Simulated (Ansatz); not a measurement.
KF:
```cif
data_FK
_chemical_formula_sum 'K1 F1'
_space_group_name_H-M_alt 'P 1'
_space_group_IT_number 1
_cell_length_a 3.65021
_cell_length_b 3.65021
_cell_length_c 3.65021
_cell_angle_alpha 60.000
_cell_angle_beta 60.000
_cell_angle_gamma 60.000
loop_
_space_group_symop_operation_xyz
  'x, y, z'
loop_
_atom_site_label
_atom_site_type_symbol
_atom_site_fract_x
_atom_site_fract_y
_atom_site_fract_z
_atom_site_occupancy
K1 K 0.00000 0.00000 0.00000 1
F1 F 0.50000 0.50000 0.50000 1
```

Relaxed with LDA.

Decompose the optical modes at the zone centre into irreducible representations, and say which are infrared and Raman allowed.

Point group m-3m: Γ_opt = T1u. Infrared: T1u. Raman: none.

Assign frequencies (DFPT, LDA in the plane-wave PAW code Ansatz; without the LO–TO term).

T1u 211 cm⁻¹.

Space group Fm-3m (rock salt). The LDA relaxation kept the symmetry of its start; phonons on a q-mesh show no instability.

Potentials: the later of the program's two PAW sets.
